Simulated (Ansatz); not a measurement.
**TiCl2: magnetovolume behaviour**

Method: DFT r2SCAN, scalar-relativistic, plane waves, PAW in Ansatz.

```
Ti Cl
1.0
     0.00000    3.13457    3.13457
     3.13457    0.00000    3.13457
     3.13457    3.13457    0.00000
Ti Cl
1 2
Direct
  0.00000 0.00000 0.00000
  0.25000 0.25000 0.25000
  0.75000 0.75000 0.75000
```

The plane-wave cutoff is 500 eV and the Γ-centred k-mesh is 8×8×8. The occupation rule is Gaussian smearing, 0.02 eV and the list of starting moments (μB, in atom order) is 1 0 0. The check for lower electronic states after the SCF is asked for but not made.

The cell is scaled evenly at fixed fractional positions, V₀ being the volume of the cell shown; start: ferromagnetic. The states are those that the runs reached from these starts; a lower one can exist. Energies are extrapolated to zero smearing.

Site moments are spin moments in atom-centred spheres that scale with the neighbour distance.

```csv
V/V₀,E above lowest (meV/atom),P (GPa),cell moment (μB),site moments (μB)
0.800,222.9,21.3,2.00,Ti +1.50
0.860,95.7,12.3,2.00,Ti +1.55
0.920,27.6,5.8,2.00,Ti +1.60
0.960,6.3,2.6,2.00,Ti +1.62
1.000,0.0,0.0,2.00,Ti +1.65
1.040,5.6,-2.1,2.00,Ti +1.67
1.100,31.6,-4.5,2.00,Ti +1.70
1.180,89.8,-6.7,2.00,Ti +1.74
```

Cost: 8 runs of about 1.7 core-minutes in all, on Intel Xeon Processor @ 2.70GHz (shared hosts).